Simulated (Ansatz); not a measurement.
**Cd₃Ni₄P₄, a known structure type with other elements, at an estimated volume**

```
Cd P Ni
1.0
    -3.58851    3.58851    3.58851
     3.58851   -3.58851    3.58851
     3.58851    3.58851   -3.58851
Cd P Ni
3 4 4
Direct
  0.00000 0.50000 0.50000
  0.50000 0.00000 0.50000
  0.50000 0.50000 0.00000
  0.58000 0.58000 0.58000
  0.42000 0.00000 0.00000
  0.00000 0.00000 0.42000
  0.00000 0.42000 0.00000
  0.24000 0.24000 0.24000
  0.76000 0.00000 0.00000
  0.00000 0.00000 0.76000
  0.00000 0.76000 0.00000
```

Level: r2SCAN, no spin polarisation; 500 eV; 7×7×7 Γ-centred mesh; fermi-dirac occupations (width 0.1 eV); Ansatz 0.2.0, fixed geometry.

Problem. What does the stress say?

Solution. The pressure is -6.9 GPa (compression positive), so with the atoms held at these fractions the cell would first shrink; the forces are large, so a full relaxation may end otherwise.

Problem. Which atom feels the largest force, and which way?

Solution. The largest is on P5 (and as large on other atoms): 2.23 eV/Å, components (1.29, -1.29, -1.29). It makes 180° with the line to a nearest neighbour, Ni9 at 2.11 Å, pointing away from it.

Problem. Is there a gap?

Solution. It is a metal, with about 8.1 states/eV a cell as the mean within 0.25 eV of the Fermi level, mostly Ni d (49 %) and P p (39 %).

Problem. Give the Bader charges.

Solution. Bader charges in e: Cd +0.64, Ni +0.11, P -0.59. In the mean Cd gives up most and P takes most.

Origin: a known structure type with other elements, at an estimated volume, so it need not be a known compound. Caveats: no spin polarisation, so a magnetic state may lie lower; atoms or cell far from equilibrium.

Run time, from a saved density: 5.8 min on 1 thread of Arm Neoverse V1 (shared host), peak memory 1.4 GiB. The time holds forces, stress, Bader, DOS, bands, ELF.
